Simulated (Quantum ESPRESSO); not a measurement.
# SiGaTiO5F: one run as intended and one with a planted mistake

Computed values, not a measurement. The program is pw.x of Quantum ESPRESSO 7.5 (plane-wave density functional theory). The cell is made up: 9 atoms on a corundum lattice with one site empty, with randomly drawn elements, strain and displacements, not relaxed. PseudoDojo standard norm-conserving files (v0.5 for PBE, v0.4.1 for LDA and PBEsol) set the functional; there is no spin polarisation, spin-orbit coupling or dispersion term, and the masses in the input are unused placeholders.

Intended input:

```
&control calculation='scf', pseudo_dir='./dojo.nc.sr.pbe.v0_5.standard.upf', outdir='./o', disk_io='medium', tprnfor=.true., tstress=.true. /
&system ibrav=0, nat=9, ntyp=5, nbnd=39, ecutwfc=84.00895049, nosym=.true., tot_charge=0,
 occupations='smearing', smearing='fd', degauss=0.0018374661
/
&electrons conv_thr=7.350e-09, electron_maxstep=60, /
ATOMIC_SPECIES
F 1.0 F.upf
Ga 1.0 Ga.upf
O 1.0 O.upf
Si 1.0 Si.upf
Ti 1.0 Ti.upf
CELL_PARAMETERS angstrom
2.6416 1.533 4.7045
-2.6188 1.4862 4.7068
-0.0291 -3.0762 4.7241
ATOMIC_POSITIONS angstrom
Si 0.1562 -0.0897 5.0176
Ga -0.0527 -0.0168 2.1236
Ti -0.0591 0.021 12.1279
O -1.0684 1.6876 8.2955
O -0.6852 -1.6973 8.3127
O 1.9347 0.2507 8.113
O 0.9658 -1.4692 5.9388
F 0.8888 1.4922 5.7655
O -1.7217 -0.1508 5.9931
K_POINTS automatic
5 5 5 1 1 1
```

The log is shortened where brackets say so; the opening notice, blank lines, dates and the lines on written files are dropped, and the path of the files is cut. It prints rydbergs, bohrs and kilobars, and counts compression as positive stress. Where no state is partly filled, the Fermi energy that it prints is only some level between the filled and the empty states on the mesh, and need not lie in the true gap.

Log of the intended run:

```
     Program PWSCF v.7.5
     Parallel version (MPI & OpenMP), running on       1 processor cores
     Number of MPI processes:                 1
     Threads/MPI process:                     1
     [start-up lines left out]
     bravais-lattice index     =            0
     lattice parameter (alat)  =      10.5994  a.u.
     unit-cell volume          =     766.9660 (a.u.)^3
     number of atoms/cell      =            9
     number of atomic types    =            5
     number of electrons       =        66.00
     number of Kohn-Sham states=           39
     kinetic-energy cutoff     =      84.0090  Ry
     charge density cutoff     =     336.0358  Ry
     scf convergence threshold =      7.3E-09
     mixing beta               =       0.7000
     number of iterations used =            8  plain     mixing
     Exchange-correlation= PBE
                           (   1   4   3   4   0   0   0)
     [axes and pseudopotential details left out]
   Cartesian axes
     site n.     atom                  positions (alat units)
         1        Si     tau(   1) = (   0.0278483  -0.0159923   0.8945683  )
         2        Ga     tau(   2) = (  -0.0093957  -0.0029952   0.3786083  )
         3        Ti     tau(   3) = (  -0.0105367   0.0037440   2.1622359  )
         4        O      tau(   4) = (  -0.1904809   0.3008756   1.4789723  )
         5        O      tau(   5) = (  -0.1221616  -0.3026050   1.4820388  )
         6        O      tau(   6) = (   0.3449301   0.0446963   1.4464351  )
         7        O      tau(   7) = (   0.1721887  -0.2619379   1.0588054  )
         8        F      tau(   8) = (   0.1584607   0.2660385   1.0279085  )
         9        O      tau(   9) = (  -0.3069552  -0.0268855   1.0684864  )
     number of k points=    63  Fermi-Dirac smearing, width (Ry)=  0.0018
                       cart. coord. in units 2pi/alat
        k(    1) = (   0.0000478   0.0004785   0.1190427), wk =   0.0320000
        k(    2) = (   0.0022558  -0.2438487   0.1974190), wk =   0.0320000
     [further k points left out]
     Dense  grid:    79723 G-vectors     FFT dimensions: (  64,  64,  64)
     Estimated max dynamical RAM per process >     118.36 MB
     Initial potential from superposition of free atoms
     starting charge      65.9951, renormalised to      66.0000
     Starting wfcs are   47 randomized atomic wfcs
     total cpu time spent up to now is       23.5 secs
     per-process dynamical memory:    72.7 Mb
     Self-consistent Calculation
     iteration #  1     ecut=    84.01 Ry     beta= 0.70
     Davidson diagonalization with overlap
     ethr =  1.00E-02,  avg # of iterations =  2.0
     total cpu time spent up to now is       75.5 secs
     total energy              =    -493.41979558 Ry
     estimated scf accuracy    <       3.12686626 Ry
     iteration #  2     ecut=    84.01 Ry     beta= 0.70
     Davidson diagonalization with overlap
     ethr =  4.74E-03,  avg # of iterations =  6.1
     total cpu time spent up to now is      164.1 secs
     total energy              =    -489.34428864 Ry
     estimated scf accuracy    <      50.53235074 Ry
     [iterations 3 to 14 left out]
     iteration # 15     ecut=    84.01 Ry     beta= 0.70
     Davidson diagonalization with overlap
     ethr =  3.14E-10,  avg # of iterations =  2.0
     total cpu time spent up to now is      792.5 secs
     total energy              =    -495.11426161 Ry
     estimated scf accuracy    <       0.00000002 Ry
     iteration # 16     ecut=    84.01 Ry     beta= 0.70
     Davidson diagonalization with overlap
     ethr =  3.47E-11,  avg # of iterations =  2.4
     total cpu time spent up to now is      832.6 secs
     End of self-consistent calculation
     [lines on levels left out]
     the Fermi energy is     6.4340 ev
!    total energy              =    -495.11426161 Ry
     estimated scf accuracy    <          2.9E-09 Ry
     smearing contrib. (-TS)   =      -0.00000000 Ry
     internal energy E=F+TS    =    -495.11426161 Ry
     The total energy is F=E-TS. E is the sum of the following terms:
     one-electron contribution =    -227.32315720 Ry
     hartree contribution      =     151.98626106 Ry
     xc contribution           =    -114.59002946 Ry
     ewald contribution        =    -305.18733601 Ry
     convergence has been achieved in  16 iterations
     Forces acting on atoms (cartesian axes, Ry/au):
     atom    1 type  4   force =    -0.04326256   -0.02927139   -0.07184827
     atom    2 type  2   force =     0.09324392    0.02921010    0.02731926
     atom    3 type  5   force =    -0.00253343    0.05235609    0.04801763
     atom    4 type  3   force =     0.00370169    0.04396828    0.00710351
     atom    5 type  3   force =    -0.08938099   -0.08197614   -0.03038776
     atom    6 type  3   force =     0.05090424   -0.06300942    0.03797731
     atom    7 type  3   force =    -0.04603575    0.06412840   -0.02335271
     atom    8 type  1   force =    -0.03015103   -0.03471178    0.01039682
     atom    9 type  3   force =     0.06351391    0.01930587   -0.00522579
     Total force =     0.249609     Total SCF correction =     0.000106
     Computing stress (Cartesian axis) and pressure
          total   stress  (Ry/bohr**3)                   (kbar)     P=     -248.69
  -0.00176478  -0.00001290   0.00011261         -259.61       -1.90       16.56
  -0.00001290  -0.00179520   0.00043657           -1.90     -264.08       64.22
   0.00011261   0.00043657  -0.00151168           16.56       64.22     -222.38
     init_run     :     22.41s CPU     23.33s WALL (       1 calls)
     electrons    :    799.63s CPU    809.08s WALL (       1 calls)
     forces       :      4.63s CPU      4.67s WALL (       1 calls)
     stress       :     16.89s CPU     16.95s WALL (       1 calls)
     [timing details left out]
     PWSCF        :  14m 3.78s CPU  14m14.42s WALL
     JOB DONE.
```

A second run has one planted mistake: the k-point mesh is too coarse. The input lines that differ, file-writing options aside:

```
- 5 5 5 1 1 1
+ 2 2 2 1 1 1
```

Its log:

```
     Program PWSCF v.7.5
     Parallel version (MPI & OpenMP), running on       1 processor cores
     Number of MPI processes:                 1
     Threads/MPI process:                     1
     [start-up lines left out]
     bravais-lattice index     =            0
     lattice parameter (alat)  =      10.5994  a.u.
     unit-cell volume          =     766.9660 (a.u.)^3
     number of atoms/cell      =            9
     number of atomic types    =            5
     number of electrons       =        66.00
     number of Kohn-Sham states=           39
     kinetic-energy cutoff     =      84.0090  Ry
     charge density cutoff     =     336.0358  Ry
     scf convergence threshold =      7.3E-09
     mixing beta               =       0.7000
     number of iterations used =            8  plain     mixing
     Exchange-correlation= PBE
                           (   1   4   3   4   0   0   0)
     [axes and pseudopotential details left out]
   Cartesian axes
     site n.     atom                  positions (alat units)
         1        Si     tau(   1) = (   0.0278483  -0.0159923   0.8945683  )
         2        Ga     tau(   2) = (  -0.0093957  -0.0029952   0.3786083  )
         3        Ti     tau(   3) = (  -0.0105367   0.0037440   2.1622359  )
         4        O      tau(   4) = (  -0.1904809   0.3008756   1.4789723  )
         5        O      tau(   5) = (  -0.1221616  -0.3026050   1.4820388  )
         6        O      tau(   6) = (   0.3449301   0.0446963   1.4464351  )
         7        O      tau(   7) = (   0.1721887  -0.2619379   1.0588054  )
         8        F      tau(   8) = (   0.1584607   0.2660385   1.0279085  )
         9        O      tau(   9) = (  -0.3069552  -0.0268855   1.0684864  )
     number of k points=     4  Fermi-Dirac smearing, width (Ry)=  0.0018
                       cart. coord. in units 2pi/alat
        k(    1) = (   0.0001195   0.0011963   0.2976068), wk =   0.5000000
        k(    2) = (  -0.0054004   0.6120144   0.1016661), wk =   0.5000000
     [further k points left out]
     Dense  grid:    79723 G-vectors     FFT dimensions: (  64,  64,  64)
     Estimated max dynamical RAM per process >     118.36 MB
     Initial potential from superposition of free atoms
     starting charge      65.9951, renormalised to      66.0000
     Starting wfcs are   47 randomized atomic wfcs
     total cpu time spent up to now is        3.9 secs
     per-process dynamical memory:    90.3 Mb
     Self-consistent Calculation
     iteration #  1     ecut=    84.01 Ry     beta= 0.70
     Davidson diagonalization with overlap
     ethr =  1.00E-02,  avg # of iterations =  2.0
     total cpu time spent up to now is        7.0 secs
     total energy              =    -493.41852261 Ry
     estimated scf accuracy    <       3.12818583 Ry
     iteration #  2     ecut=    84.01 Ry     beta= 0.70
     Davidson diagonalization with overlap
     ethr =  4.74E-03,  avg # of iterations =  6.0
     total cpu time spent up to now is       10.9 secs
     total energy              =    -489.31854458 Ry
     estimated scf accuracy    <      50.63628758 Ry
     [iterations 3 to 15 left out]
     iteration # 16     ecut=    84.01 Ry     beta= 0.70
     Davidson diagonalization with overlap
     ethr =  3.88E-11,  avg # of iterations =  4.0
     total cpu time spent up to now is       50.4 secs
     total energy              =    -495.11379899 Ry
     estimated scf accuracy    <          8.8E-09 Ry
     iteration # 17     ecut=    84.01 Ry     beta= 0.70
     Davidson diagonalization with overlap
     ethr =  1.33E-11,  avg # of iterations =  2.0
     total cpu time spent up to now is       53.0 secs
     End of self-consistent calculation
     [lines on levels left out]
     the Fermi energy is     6.3584 ev
!    total energy              =    -495.11379899 Ry
     estimated scf accuracy    <          1.9E-09 Ry
     smearing contrib. (-TS)   =      -0.00000000 Ry
     internal energy E=F+TS    =    -495.11379899 Ry
     The total energy is F=E-TS. E is the sum of the following terms:
     one-electron contribution =    -227.32122895 Ry
     hartree contribution      =     151.98583408 Ry
     xc contribution           =    -114.59106811 Ry
     ewald contribution        =    -305.18733601 Ry
     convergence has been achieved in  17 iterations
     Forces acting on atoms (cartesian axes, Ry/au):
     atom    1 type  4   force =    -0.04339290   -0.02958567   -0.07157388
     atom    2 type  2   force =     0.09372407    0.02918835    0.02753275
     atom    3 type  5   force =    -0.00304150    0.05406458    0.04715916
     atom    4 type  3   force =     0.00266558    0.04229992    0.00720977
     atom    5 type  3   force =    -0.08856056   -0.08219047   -0.03023922
     atom    6 type  3   force =     0.05128313   -0.06221470    0.03867081
     atom    7 type  3   force =    -0.04603563    0.06347335   -0.02358674
     atom    8 type  1   force =    -0.02997809   -0.03475772    0.01007541
     atom    9 type  3   force =     0.06333588    0.01972237   -0.00524807
     Total force =     0.249258     Total SCF correction =     0.000063
     Computing stress (Cartesian axis) and pressure
          total   stress  (Ry/bohr**3)                   (kbar)     P=     -248.41
  -0.00175856  -0.00001447   0.00010854         -258.69       -2.13       15.97
  -0.00001447  -0.00178501   0.00043363           -2.13     -262.58       63.79
   0.00010854   0.00043363  -0.00152242           15.97       63.79     -223.96
     init_run     :      3.65s CPU      3.77s WALL (       1 calls)
     electrons    :     45.52s CPU     49.04s WALL (       1 calls)
     forces       :      0.47s CPU      0.49s WALL (       1 calls)
     stress       :      1.39s CPU      1.41s WALL (       1 calls)
     [timing details left out]
     PWSCF        :     51.17s CPU     54.90s WALL
     JOB DONE.
```

```
                                            intended run  run with the mistake
                          free energy (eV)     -6736.373             -6736.366
                    smearing term -TS (eV)        0.0000                0.0000
                            pressure (GPa)        -24.87                -24.84
            largest force component (eV/Å)         2.397                 2.410
largest change of a force component (eV/Å)                               0.044
                                iterations            16                    17
```

For scale, a rerun of the intended cell at 1437 eV and a 7 x 7 x 7 mesh moved values by no more than 0.003 eV in energy, 0.03 GPa in stress and 0.002 eV/Å in force.